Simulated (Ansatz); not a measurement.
Relaxed Ge (diamond):

```xyz
2
Lattice="0.0000 2.8808 2.8808 2.8808 0.0000 2.8808 2.8808 2.8808 0.0000" Properties=species:S:1:pos:R:3 pbc="T T T"
Ge     2.8808     2.8808     2.8808
Ge     4.3213     4.3213     4.3213
```

In this cell atom 2 (Ge, nearest neighbour Ge at 2.495 Å; its periodic images, 4.1 Å or more away, move with it) is moved by s along Cartesian [110], unit vector (0.707, 0.707, 0.000); all other atoms and the cell stay fixed.

All values below come from PBE (plane waves to 420 eV, PAW, scalar-relativistic; Ansatz, a first-principles code). k mesh 11×11×11 (Γ-centred), Fermi-Dirac smearing 0.05 eV. Energies are smeared free energies. With partly filled bands, energies and forces of such displacements shift with the k mesh and the smearing. Ge was relaxed with its symmetry unable to fall. The zero of ΔE is the undisplaced structure. The last digit holds for this mesh only.

```tsv
s (Å)	ΔE (meV/cell)
-0.750	2848.7
-0.600	1796.1
-0.450	withheld
-0.300	448.0
-0.150	110.7
0.000	0.0
0.150	110.7
0.300	448.0
0.450	withheld
0.600	1796.1
0.750	2848.7
```

Q: Fit an even polynomial form (powers 2, 4, 6) to the given rows and predict ΔE at s = 0.450.

A: Least squares on the 9 given rows: ΔE = (4988)·s² + (-228.7)·s⁴ + (649.4)·s⁶, in meV/cell with s in Å; root-mean-square residual 0.72 meV/cell. At 0.450 the fit gives 1006.1 meV/cell; the calculation gives 1006.5 meV/cell, so the interpolation is off by -0.4 (-0.0 %). The quadratic term alone would give 1010.1 meV/cell.

(A displaced cell: forces are minus the slopes of the energy, force constants its curvatures, and phonons follow from these.)
